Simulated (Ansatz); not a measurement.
Consider the following.

Sc2InC:
```cif
data_C2In2Sc4
_chemical_formula_sum 'Sc4 In2 C2'
_space_group_name_H-M_alt 'P63/mmc'
_space_group_IT_number 194
_space_group_name_Hall '-P 6c 2c'
_cell_length_a 3.31191
_cell_length_b 3.31191
_cell_length_c 15.19924
_cell_angle_alpha 90.000
_cell_angle_beta 90.000
_cell_angle_gamma 120.000
loop_
_atom_site_label
_atom_site_type_symbol
_atom_site_symmetry_multiplicity
_atom_site_Wyckoff_symbol
_atom_site_fract_x
_atom_site_fract_y
_atom_site_fract_z
_atom_site_occupancy
Sc1 Sc 4 f 0.33333 0.66667 0.08016 1
In1 In 2 d 0.66667 0.33333 0.25000 1
C1 C 2 a 0.00000 0.00000 0.00000 1
```

This is the PBEsol-relaxed structure.

Task: All from PBEsol (plane waves, PAW; program Ansatz), unless another level is named. Estimate the Hill bulk and shear moduli.

Result: 89.3 and 55.0 GPa.

Task: Next, the highest zone-centre frequency?

Result: 523 cm⁻¹.

Space group P6_3/mmc. The workflow started from a Materials Project entry (that database holds measured and hypothetical structures alike); the Crystallography Open Database copy checked does not list it. Whether it is the stable phase at ambient conditions was not checked. The PBEsol relaxation kept the symmetry of its start; its stability against distortions is not shown here. No spin polarisation was allowed. As this level gives no gap, shear constants depend on the k-mesh and smearing (Fermi–Dirac, 0.1 eV here). As this level gives no gap, phonon frequencies hold no LO–TO term and depend on the k-mesh and smearing (Fermi–Dirac, 0.1 eV here).

Potentials: the later of the program's two PAW sets.
